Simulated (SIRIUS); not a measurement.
Worked example: self-consistent single point of Ti (P1, 6 atoms in the cell; from Materials Project mp-72, changed as shown) in SIRIUS.

Level of theory: LDA (PW92), GBRV LDA ultrasoft pseudopotentials (plane waves; SIRIUS).

The change in words: atoms moved at random. Reference geometry (P6/mmm):
```
CELL_PARAMETERS angstrom
      4.56737     0.00000     0.00000
      0.00000     7.91092     0.00000
      0.00000     0.00000     2.82624
ATOMIC_POSITIONS crystal
  Ti 0.00000 0.00000 0.00000
  Ti 0.00000 0.33333 0.50000
  Ti 0.50000 0.16667 0.50000
  Ti 0.50000 0.50000 0.00000
  Ti 0.50000 0.83333 0.50000
  Ti 0.00000 0.66667 0.50000
```

Reference input (self-consistent single point, DFT, LDA (PW92), plane waves, GBRV LDA ultrasoft pseudopotentials): parameters.ngridk = 6 4 8; parameters.xc_functionals = [XC_LDA_X, XC_LDA_C_PW]; parameters.gk_cutoff = 6.325 1/bohr; parameters.pw_cutoff = 14.143 1/bohr; parameters.smearing = fermi_dirac; parameters.smearing_width = 0.00183747 Ha; potentials = GBRV LDA ultrasoft pseudopotentials; parameters.electronic_structure_method = pseudopotential; parameters.num_bands = 43; parameters.num_mag_dims = 0; parameters.num_dft_iter = 100; parameters.energy_tol = 1e-07 Ha. This run's input differs from it in these lines:

```diff
@@ -43,8 +43,8 @@
       "Ti": [
-        [0.0, 0.0, 0.0],
-        [0.0, 2.6369696964, 1.41312],
-        [2.283685, 1.3184888036, 1.41312],
-        [2.283685, 3.9554585, 0.0],
-        [2.283685, 6.5924281964, 1.41312],
-        [0.0, 5.2739473036, 1.41312]
+        [-0.0346069625, -0.022973303, 0.0153690931],
+        [0.0153417958, 2.5990605821, 1.3824948634],
+        [2.2403589282, 1.3173733643, 1.3564001894],
+        [2.267575886, 3.9628552074, 0.0542920704],
+        [2.361453609, 6.600845412, 1.3987231334],
+        [0.0009317435, 5.3201312371, 1.4452006502]
       ]
```

Output (repeated stretches shortened):

```
[find] density tolerance         : 1e-06
[find] total energy tolerance    : 1e-07
[find] iter_solver_tol (initial) : 0.01
[find] iter_solver_tol (target)  : 1e-13
[find] num_dft_iter              : 100
Charges and magnetic moments
--------------------------------------------------------------------------------
total charge          : 72.000000
[find] | SCF iteration   0 out of 100|
[diagonalize] iterative solver tolerance (occupied, empty): 0.01 0.01
[diagonalize] average number of iterations: 3.79
[find] Charges and magnetic moments
[find] total charge          : 72.000000
[find] Energy
   [... lines left out ...]

[find] Charges and magnetic moments
[find] total charge          : 72.000000
[find] Energy
[find] smearing (-TS)                 :      -0.00203079
[find] Total energy                   :    -357.73444287 (Ha),    -715.46888574 (Ry)
[find] Free energy (E-TS)             :    -357.73647366 (Ha),    -715.47294733 (Ry)
[find] band gap (eV)                  :       0.00000000
[find] Efermi                         :       0.48806946
[find] iteration : 31, RMS (target) : 9.4229e-07 (1.0000e-06) , energy difference (target) : -1.2667e-09 (1.0000e-07)
[find] bands are converged : false
[find] iterative solver converged : false
[find] converged after 32 SCF iterations!
[find] Charges and magnetic moments
[find] total charge          : 72.000000
[find] Energy
[find] smearing (-TS)                 :      -0.00203079
[find] Total energy                   :    -357.73444287 (Ha),    -715.46888574 (Ry)
[find] Free energy (E-TS)             :    -357.73647366 (Ha),    -715.47294733 (Ry)
[find] band gap (eV)                  :       0.00000000
[find] Efermi                         :       0.48806946
[ground_state] === stress tensor components [kbar] ===
[ground_state] === stress_total ===
[ground_state]    80.491961   -1.577555    0.568986
[ground_state]    -1.577555   79.623853   -0.042585
[ground_state]     0.568986   -0.042585   73.537324
[ground_state] ==== total Forces in Ha/bohr =====
[ground_state] atom:    0, force:       0.0027308      0.0031296     -0.0038854
[ground_state] atom:    1, force:      -0.0020774      0.0040854      0.0030871
[ground_state] atom:    2, force:       0.0031204      0.0006975      0.0042730
[ground_state] atom:    3, force:       0.0005389     -0.0008491     -0.0059115
[ground_state] atom:    4, force:      -0.0068748     -0.0011126      0.0024783
[ground_state] atom:    5, force:       0.0025623     -0.0059508     -0.0000416
```

The run converged in 32 iterations. SIRIUS prints the stress tensor with tension positive. Against the reference run the free energy goes up by 8.9 meV/atom, the pressure goes from -8.00 to -7.79 GPa and the largest force goes from 0.015 to 0.380 eV/Å.

The structure comes from a collection of computed structures, made at another level of theory; the collection holds predicted forms beside known ones. No clean gap shows at this smearing width and mesh (spacing up to 0.28 Å⁻¹); the mesh is coarse for partly filled bands, so the values carry mesh errors.

Cost on one core: roughly 5 core-minutes.
